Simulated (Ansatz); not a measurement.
NbAl3:
```cif
data_Al6Nb2
_chemical_formula_sum 'Al6 Nb2'
_space_group_name_H-M_alt 'I4/mmm'
_space_group_IT_number 139
_space_group_name_Hall '-I 4 2'
_cell_length_a 3.82367
_cell_length_b 3.82367
_cell_length_c 8.56846
_cell_angle_alpha 90.000
_cell_angle_beta 90.000
_cell_angle_gamma 90.000
loop_
_atom_site_label
_atom_site_type_symbol
_atom_site_symmetry_multiplicity
_atom_site_Wyckoff_symbol
_atom_site_fract_x
_atom_site_fract_y
_atom_site_fract_z
_atom_site_occupancy
Al1 Al 2 b 0.00000 0.00000 0.50000 1
Al2 Al 4 d 0.00000 0.50000 0.25000 1
Nb1 Nb 2 a 0.00000 0.00000 0.00000 1
```
(The calculation used a cell of 4 atoms; values per cell refer to that cell.)

Relaxed at zero pressure with PBEsol (plane waves, PAW; program Ansatz).

**Question.** The volume is lowered by 9 % and shape and atoms relax at that volume. What pressure results, and how do the axes share the change?

**Answer.** 15.2 GPa; a -3.0 %, b -3.0 %, c -3.3 %; the energy rises by 62 meV/atom.

**Question.** Give the new structure.

**Answer.** 
Space group I4/mmm (No. 139); a = 3.709 Å, b = 3.709 Å, c = 8.288 Å, α = 90.00°, β = 90.00°, γ = 90.00°

| atom | site | symmetry | x | y | z |
|---|---|---|---|---|---|
| Al | 2b | 4/mmm | 0.0000 | 0.0000 | 0.5000 |
| Al | 4d | -4m2 | 0.0000 | 0.5000 | 0.2500 |
| Nb | 2a | 4/mmm | 0.0000 | 0.0000 | 0.0000 |

The phase is kept; no other phase was compared at this pressure.

The workflow started from a Materials Project entry (that database holds measured and hypothetical structures alike); the Crystallography Open Database copy checked does not list it. With Al and Nb taken as one species the cell has the higher symmetry I4/mmm, so it may be an ordered model of a mixed-site phase. Whether it is the stable phase at ambient conditions was not checked. The cell was relaxed with PBEsol under the symmetry of its start; of distortions, only those at the zone centre were tested. The run is not spin-polarised. Axis ratios of metals converge slowly with the k-mesh, so a and c are less sure than the volume.

Potentials: the later of the program's two PAW sets.
